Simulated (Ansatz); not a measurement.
# Si₇P: rattling a relaxed structure

It was reached by relaxing an invented guess, and it needn't be the stable form of this composition.

Computed with DFT PBE, scalar-relativistic, plane waves, PAW (Ansatz 0.2.0). Settings: cutoff 420 eV, Γ-centred mesh 6×6×6 on the computed 8-atom cell, Gaussian smearing of 0.10 eV; no spin polarisation.

The cell below (8 atoms, space group P-43m (No. 215)) is relaxed within its symmetry.

```cif
data_structure
_symmetry_space_group_name_H-M 'P 1'
_symmetry_Int_Tables_number 1
_cell_length_a 5.4295
_cell_length_b 5.4295
_cell_length_c 5.4295
_cell_angle_alpha 90.000
_cell_angle_beta 90.000
_cell_angle_gamma 90.000
_cell_volume 160.06
loop_
_atom_site_label
_atom_site_type_symbol
_atom_site_fract_x
_atom_site_fract_y
_atom_site_fract_z
_atom_site_occupancy
Si1 Si 0.00000 0.50000 0.50000 1
Si2 Si 0.74874 0.74874 0.25126 1
Si3 Si 0.50000 0.00000 0.50000 1
Si4 Si 0.74874 0.25126 0.74874 1
Si5 Si 0.50000 0.50000 0.00000 1
Si6 Si 0.25126 0.74874 0.74874 1
Si7 Si 0.25126 0.25126 0.25126 1
P1 P 0.00000 0.00000 0.00000 1
```

For the test it was strained at random (σ = 1.5 % a component), the atoms were moved at random (σ = 0.05 Å), and all was relaxed again on a coarse 4×4×4 mesh (in the run’s order of axes) with 0.20 eV smearing, with no symmetry imposed.

The cell is a metal run without spin; a magnetic state may lie lower.

Question: Is the structure stable against such a distortion?

Answer: It returns, within 1 meV/atom of the unmoved cell on that mesh and with the same symmetry when read at 0.1 Å. So it is stable against the distortions that fit this cell and that this random move excites. Modes that don't fit the cell aren't tested.
